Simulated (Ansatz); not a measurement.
Ansatz (a quantum-chemistry and plane-wave program) input:

Ansatz 0.2 input:
```yaml
crystal:
  lattice:
    - [0.0, 3.5799905835, 3.5799905835]
    - [3.5799905835, 0.0, 3.5799905835]
    - [3.5799905835, 3.5799905835, 0.0]
  atoms:
    - { symbol: Ca, position: [0.75, 0.75, 0.75] }
    - { symbol: Ca, position: [0.25, 0.25, 0.25] }
    - { symbol: Si, position: [0.0, 0.0, 0.0] }
kpoints:
  mp_grid: { grid: [6, 6, 6] }
hamiltonian:
  xc: r2scan
  pseudopotentials: { kind: paw }
scf:
  occupations: { method: fixed }
output:
  optics: { e_range: [0.0, 15.0], de: 0.05, sigma: 0.1, bands: { spectra_wanted_up_to: 12 eV } }
```

Output (shortened):

```
output.optics: the spectra are integrated over the Brillouin zone by k·p interpolation around the k-points, where levels, occupations, output.optics.sigma and …
Pseudopotential: Ca, paw, valence charge 10
Pseudopotential: Si, paw, valence charge 4
Functional definition: r2SCAN
Crystal: 3 atoms, lattice volume = 91.765 Å³
Basis set: ecut = 500 eV, 2277 PW (Γ), exchange–correlation on 160×160×160 points (64 copies of the dense FFT grid, shifted against one another)
Bands: 16, of which v1, the nominal top of the filled ones, is band 12 counted from 1 (11 counted from 0)
Symmetry: 48 space group operations
Space group: Fm-3m (ITA 225), of the structure as read, at distance tolerance 4.5e-5 Å
k-points: 16 of 216
SCF iter   1: F=—  HF=-4283.977218 eV  |F-HF|=—  |Δ(HF+E_count)|=         —  Δρ=5.09e-3  dr2=2.96e-2  dr2_τ=8.40e-3  ethr=1.77e-3  ⟨swp⟩=4.1  Hψ=1205  notcnv=0  defer=15
preconditioner: auto → none
SCF iter   2: F=—  HF=-4284.047557 eV  |F-HF|=—  |Δ(HF+E_count)|=   7.03e-2  Δρ=1.80e-3  dr2=2.38e-3  dr2_τ=2.82e-4  ethr=1.23e-4  ⟨swp⟩=3.1  Hψ=612  notcnv=0  defer=30
SCF iter   3: F=—  HF=-4284.047855 eV  |F-HF|=—  |Δ(HF+E_count)|=   2.98e-4  Δρ=8.90e-4  dr2=4.64e-4  dr2_τ=2.73e-5  ethr=9.90e-6  ⟨swp⟩=2.0  Hψ=349  notcnv=0  defer=32
SCF iter   4: F=—  HF=-4284.048074 eV  |F-HF|=—  |Δ(HF+E_count)|=   2.20e-4  Δρ=1.49e-4  dr2=1.12e-5  dr2_τ=4.21e-6  ethr=1.93e-6  ⟨swp⟩=3.0  Hψ=448  notcnv=0  defer=32
SCF iter   5: F=—  HF=-4284.048086 eV  |F-HF|=—  |Δ(HF+E_count)|=   1.13e-5  Δρ=2.20e-5  dr2=1.93e-7  dr2_τ=3.45e-8  ethr=4.66e-8  ⟨swp⟩=2.9  Hψ=423  notcnv=0  defer=14
SCF iter   6: F=—  HF=-4284.048087 eV  |F-HF|=—  |Δ(HF+E_count)|=   1.25e-6  Δρ=1.76e-6  dr2=4.31e-9  dr2_τ=1.83e-10  ethr=8.06e-10  ⟨swp⟩=2.1  Hψ=434  notcnv=0  defer=6
SCF iter   7: F=—  HF=-4284.048087 eV  |F-HF|=—  |Δ(HF+E_count)|=  1.53e-10  Δρ=1.67e-7  dr2=1.45e-11  dr2_τ=1.94e-12  ethr=1.80e-11  ⟨swp⟩=2.0  Hψ=320  notcnv=0  defer=6
SCF iter   8: F=-4284.048087 eV  HF=-4284.048087 eV  |F-HF|=9.09e-13  |Δ(HF+E_count)|=  5.55e-11  Δρ=1.49e-8  dr2=1.88e-13  dr2_τ=1.05e-14  ethr=1.00e-12  ⟨swp⟩=6.4  Hψ=1191  notcnv=0
SCF 1 converged in 8 iterations: F = -4284.048087 eV  dr2 = 1.88e-13
NSCF: frozen V_eff on 16 k-points
Optics k sum: 0 of 16 k-points
Optics k sum: 1 of 16 k-points
Optics k sum: 2 of 16 k-points
Optics k sum: 3 of 16 k-points
Optics k sum: 4 of 16 k-points
Optics k sum: 5 of 16 k-points
Optics k sum: 6 of 16 k-points
Optics k sum: 7 of 16 k-points
Optics k sum: 8 of 16 k-points
Optics k sum: 9 of 16 k-points
Optics k sum: 10 of 16 k-points
Optics k sum: 11 of 16 k-points
Optics k sum: 12 of 16 k-points
Optics k sum: 13 of 16 k-points
Optics k sum: 14 of 16 k-points
Optics k sum: 15 of 16 k-points
Optics k sum: 16 of 16 k-points
Optics k sum: 0 of 16 k-points
Optics k sum: 1 of 16 k-points
Optics k sum: 2 of 16 k-points
Optics k sum: 3 of 16 k-points
Optics k sum: 4 of 16 k-points
Optics k sum: 5 of 16 k-points
Optics k sum: 6 of 16 k-points
Optics k sum: 7 of 16 k-points
Optics k sum: 8 of 16 k-points
Optics k sum: 9 of 16 k-points
Optics k sum: 10 of 16 k-points
Optics k sum: 11 of 16 k-points
Optics k sum: 12 of 16 k-points
Optics k sum: 13 of 16 k-points
Optics k sum: 14 of 16 k-points
Optics k sum: 15 of 16 k-points
Optics k sum: 16 of 16 k-points
NSCF: frozen V_eff on 1 k-points
NSCF: frozen V_eff on 1 k-points
output.optics: what the bands over the 35 summed would add to eps1, eps2 and the energy-loss function is held between a lower and an upper bound (12 Lanczos …
SCF converged after 8 iterations
Free energy (F): -4284.048087 eV
Harris-Foulkes:  -4284.048087 eV  (|F-HF|=9.09e-13)
Internal energy: -4284.048087 eV  (E = F + TS)
E sigma→0 (E₀):  -4284.048087 eV
Fermi energy:    5.026603 eV
--- Per-component energies (eV) ---
  E_band       = -333.270489
  E_kinetic    = 593.581716
  E_local      = -1684.478387  (includes V_loc(G=0)·N_el)
  E_nonlocal   = 151.237728
  E_hartree    = 570.652524
  E_xc         = -323.551453
  E_vxc        = -434.929560  (∫ρ·V_xc dr)
  E_paw        = -2246.948497  (= ΣΔE_a)
  E_vpaw       = -124.851464  (= ΣTr[D̂ρ^β])
  E_aug_tail   = -0.000005  (compensation charges beyond the density's cutoff)
  E_vtau       = 24.864443  (kinetic-family band-sum trace: ∫τ·v_τ [+ j·A + Jᵃ·Aᵃ] dr)
  E_ewald      = -1344.023949
  E_core_change = -0.517764  (= ΣΔE_core)
  E_smearing   =  0.000000  (= −TS)
  E_closure    = 0.000000  (closes the sum)
  Σ components = -4284.048087   (vs F -4284.048087, Δ=0.00e0)
  [band-id]    e_kinetic+e_local+e_nonlocal+2·e_hartree+e_vxc+e_vpaw+e_augmentation_tail+e_vtau = -333.270481   (vs E_band -333.270489, Δ=7.75e-6)
--- Band table (eV; the first three rows and the last of 16) ---
  k-point 0: bands = ["-37.2343", "-37.1911", "-17.4171", "-17.4171", "-17.4171", "-17.2822", "-17.2822", "-17.2822", "-1.7570", "4.6717", "4.6717", "4.6717", "7.2790", "7.2790", "7.2986", "10.3298"]
  k-point 1: bands = ["-37.2313", "-37.1940", "-17.4108", "-17.4087", "-17.4087", "-17.2946", "-17.2918", "-17.2918", "-1.6022", "4.1541", "4.7486", "4.7486", "7.3570", "7.3570", "8.1058", "9.6484"]
  k-point 2: bands = ["-37.2233", "-37.2017", "-17.3922", "-17.3853", "-17.3853", "-17.3256", "-17.3178", "-17.3178", "-1.2547", "3.4459", "4.9063", "4.9063", "7.6042", "7.6042", "8.3707", "9.0776"]
  k-point 15: bands = ["-37.2159", "-37.2087", "-17.4668", "-17.4503", "-17.3991", "-17.3098", "-17.2605", "-17.2520", "-0.8360", "3.4927", "4.3601", "4.7872", "6.2773", "7.7465", "8.2164", "9.0373"]
```

Cost: very roughly 40 core-seconds on shared cores.

The workflow started from a Materials Project entry (that database holds measured and hypothetical structures alike); the Crystallography Open Database copy checked does not list it. Its standing as an ambient phase is unchecked. The r²SCAN relaxation kept the symmetry of its start; whether a distortion lowers the energy is not shown.

Potentials: the later of the program's two PAW sets.

Ansatz is a plane-wave DFT program.
